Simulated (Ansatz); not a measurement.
**SnO2 with nitrogen replacing Sn, one structure, two calculations**

Cell: a supercell of SnO2 (rutile type, P4_2/mnm) built from a measured structure from the Crystallography Open Database (COD), with the ions relaxed around the defect (PBE, within the symmetry of the start).

```yaml
crystal:
  lattice:
    - [4.73800, 4.73800, 0.00000]
    - [-4.73800, 4.73800, 0.00000]
    - [0.00000, 0.00000, 9.55950]
  atoms:
    - { symbol: N, position: [0.00000, 0.00000, 0.00000] }
    - { symbol: Sn, position: [0.00000, 0.00000, 0.32691] }
    - { symbol: Sn, position: [0.00000, 0.00000, 0.67309] }
    - { symbol: Sn, position: [0.50000, 0.50000, 0.00000] }
    - { symbol: Sn, position: [0.50000, 0.50000, 0.33284] }
    - { symbol: Sn, position: [0.50000, 0.50000, 0.66716] }
    - { symbol: Sn, position: [0.50000, 0.00000, 0.16509] }
    - { symbol: Sn, position: [0.50000, 0.00000, 0.50000] }
    - { symbol: Sn, position: [0.50000, 0.00000, 0.83491] }
    - { symbol: Sn, position: [0.00000, 0.50000, 0.16331] }
    - { symbol: Sn, position: [0.00000, 0.50000, 0.50000] }
    - { symbol: Sn, position: [0.00000, 0.50000, 0.83669] }
    - { symbol: O, position: [0.29392, 0.00000, 0.00000] }
    - { symbol: O, position: [0.30535, 0.00000, 0.33231] }
    - { symbol: O, position: [0.30535, 0.00000, 0.66769] }
    - { symbol: O, position: [0.80339, 0.50000, 0.00000] }
    - { symbol: O, position: [0.80651, 0.50000, 0.33099] }
    - { symbol: O, position: [0.80651, 0.50000, 0.66901] }
    - { symbol: O, position: [0.50000, 0.30507, 0.16611] }
    - { symbol: O, position: [0.50000, 0.30585, 0.50000] }
    - { symbol: O, position: [0.50000, 0.30507, 0.83389] }
    - { symbol: O, position: [0.00000, 0.81190, 0.15386] }
    - { symbol: O, position: [0.00000, 0.80666, 0.50000] }
    - { symbol: O, position: [0.00000, 0.81190, 0.84614] }
    - { symbol: O, position: [0.70608, 0.00000, 0.00000] }
    - { symbol: O, position: [0.69465, 0.00000, 0.33231] }
    - { symbol: O, position: [0.69465, 0.00000, 0.66769] }
    - { symbol: O, position: [0.19661, 0.50000, 0.00000] }
    - { symbol: O, position: [0.19349, 0.50000, 0.33099] }
    - { symbol: O, position: [0.19349, 0.50000, 0.66901] }
    - { symbol: O, position: [0.50000, 0.69493, 0.16611] }
    - { symbol: O, position: [0.50000, 0.69415, 0.50000] }
    - { symbol: O, position: [0.50000, 0.69493, 0.83389] }
    - { symbol: O, position: [0.00000, 0.18810, 0.15386] }
    - { symbol: O, position: [0.00000, 0.19334, 0.50000] }
    - { symbol: O, position: [0.00000, 0.18810, 0.84614] }
```

Atoms are numbered from 1 in the order listed; like atoms form one site, named after its first atom.

First run. Level of theory: DFT, PBE, plane waves and PAW, scalar-relativistic, 420 eV cutoff, Γ-centred 3×3×2 k-points, Fermi–Dirac smearing 0.01 eV, cell charge +1 (Ansatz 0.2.0).

```json
{"site": "N", "atom": "1", "V_zz (10²¹ V/m²)": "-0.77", "η": "0.64"}
{"site": "Sn2", "atom": "2", "V_zz (10²¹ V/m²)": "8.43", "η": "0.18"}
{"site": "Sn5", "atom": "5", "V_zz (10²¹ V/m²)": "5.62", "η": "0.72"}
{"site": "Sn7", "atom": "7", "V_zz (10²¹ V/m²)": "5.85", "η": "0.15"}
{"site": "Sn10", "atom": "10", "V_zz (10²¹ V/m²)": "-5.88", "η": "0.31"}
{"site": "Sn11", "atom": "11", "V_zz (10²¹ V/m²)": "7.26", "η": "0.09"}
{"site": "O13", "atom": "13", "V_zz (10²¹ V/m²)": "10.78", "η": "0.62"}
{"site": "O14", "atom": "14", "V_zz (10²¹ V/m²)": "-8.95", "η": "0.24"}
{"site": "O16", "atom": "16", "V_zz (10²¹ V/m²)": "-8.91", "η": "0.19"}
{"site": "O17", "atom": "17", "V_zz (10²¹ V/m²)": "-8.98", "η": "0.17"}
{"site": "O19", "atom": "19", "V_zz (10²¹ V/m²)": "-9.53", "η": "0.19"}
{"site": "O20", "atom": "20", "V_zz (10²¹ V/m²)": "-9.80", "η": "0.14"}
{"site": "O22", "atom": "22", "V_zz (10²¹ V/m²)": "8.70", "η": "0.99"}
{"site": "O23", "atom": "23", "V_zz (10²¹ V/m²)": "-9.38", "η": "0.08"}
```

Second run. The same atoms and settings, except that the functional is r2SCAN and the cutoff is 500 eV.

(1) What does the second run give?

Answers

(1) 

```json
{"site": "N", "atom": "1", "V_zz": "-0.83", "η": "0.69", "change of V_zz": "-0.06"}
{"site": "Sn2", "atom": "2", "V_zz": "8.55", "η": "0.14", "change of V_zz": "+0.12"}
{"site": "Sn5", "atom": "5", "V_zz": "5.50", "η": "0.73", "change of V_zz": "-0.12"}
{"site": "Sn7", "atom": "7", "V_zz": "5.81", "η": "0.07", "change of V_zz": "-0.04"}
{"site": "Sn10", "atom": "10", "V_zz": "-5.99", "η": "0.18", "change of V_zz": "-0.11"}
{"site": "Sn11", "atom": "11", "V_zz": "7.28", "η": "0.03", "change of V_zz": "+0.02"}
{"site": "O13", "atom": "13", "V_zz": "12.15", "η": "0.56", "change of V_zz": "+1.37"}
{"site": "O14", "atom": "14", "V_zz": "-8.83", "η": "0.23", "change of V_zz": "+0.12"}
{"site": "O16", "atom": "16", "V_zz": "-8.57", "η": "0.18", "change of V_zz": "+0.34"}
{"site": "O17", "atom": "17", "V_zz": "-8.68", "η": "0.16", "change of V_zz": "+0.30"}
{"site": "O19", "atom": "19", "V_zz": "-9.28", "η": "0.19", "change of V_zz": "+0.25"}
{"site": "O20", "atom": "20", "V_zz": "-9.54", "η": "0.11", "change of V_zz": "+0.26"}
{"site": "O22", "atom": "22", "V_zz": "10.11", "η": "0.86", "change of V_zz": "+1.41"}
{"site": "O23", "atom": "23", "V_zz": "-9.38", "η": "0.04", "change of V_zz": "0.00"}
```

The largest change of V_zz is on O22, from 8.70 to 10.11. In per cent, |V_zz| changes by -2 to +2 on Sn, -4 to +16 on O (all sites that start above 2). The table leaves out 2 of the 16 sites, with |V_zz| up to 6.03; their tensors move by 0.14 at most along any direction. The statements above cover all sites. Isomer shifts (Sn against SnO₂, from the density at the nucleus and a line fitted to measured compounds for each functional; the lines scatter by about 0.1 mm/s, so smaller changes between functionals mean little): Sn2 0.03 → 0.03 mm/s; Sn5 -0.04 → -0.03 mm/s; Sn7 0.04 → 0.05 mm/s; Sn10 0.03 → 0.03 mm/s; Sn11 -0.02 → -0.01 mm/s, among others.

The run isn't spin-polarised, and a state with spin may lie lower. The defect repeats with the cell of 36 atoms, so it feels its images: sites between two images don't show the values beside a lone defect, and zeros or small values of η there can come from the images' arrangement. O and Sn carry a gradient in the pure host already, so the values there aren't the defect's effect alone. The relaxation keeps the site symmetry mmm of the start, so the impurity can't leave its site; a distortion that would localise the partly filled state isn't explored. The symmetry of the start holds N at 1.94 Å from its nearest O, well beyond a usual N–O bond (about 1.4 Å). This is probably a saddle point: let free, the atom would likely move off the site and bind to fewer neighbours, so the values at and beside it aren't those of the real defect. A uniform background compensates the cell's charge. The defect cell has no gap above 0.1 eV on its mesh, so the values can hang on the smearing and the k-mesh. Without spin–orbit coupling (the program notes it for Sn) the gradients can shift somewhat, as the gap is small.
For the first run: The cell keeps the host's lattice, where the PBE pressure is 8 GPa (in a charged cell this depends on the convention for the mean potential).
For the second run: With these PAW files V_zz is typically within 2 to 3 % of all-electron values, but misses above 10 % occur on Sn.
